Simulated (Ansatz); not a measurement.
A generated cell, not matched to a known phase here, of CuS: F-43m (No. 216), cF8, zinc blende type; a = b = c = 5.166 Å, α = β = γ = 90.00°; S 4c (0.250, 0.250, 0.250); Cu 4a (0.000, 0.000, 0.000). Method: r2SCAN (plane waves to 500 eV, PAW, scalar-relativistic; Ansatz, a quantum-chemistry and plane-wave program). Element references, the lowest calculated here: Cu (Fm-3m), S (Fddd).

Total energies (eV/atom, σ → 0; comparable only within this code, potentials and settings):

```tsv
phase	E (eV/atom)
CuS (F-43m)	-3768.805
Cu (Fm-3m)	-6631.239
S (Fddd)	-905.816
```

### Question
What is the formation energy of this F-43m form of CuS from the elements?

### Answer
E_f = -3768.805 − [1 × (-6631.239) + 1 × (-905.816)] / 2 = -0.28 eV/atom (-0.6 eV per formula unit).

A lower structure of this composition may exist.

Static energies, no anion corrections, no zero-point energy. Values are rounded to 0.01 eV/atom. Not shown to be the ambient phase of their composition (a lower form may be missing, and a cell relaxed within its start's symmetry can be a saddle point): CuS (F-43m). The compounds carry no spin polarisation. The relaxed primitive cell holds an odd number of electrons. A magnetic state may lie lower.
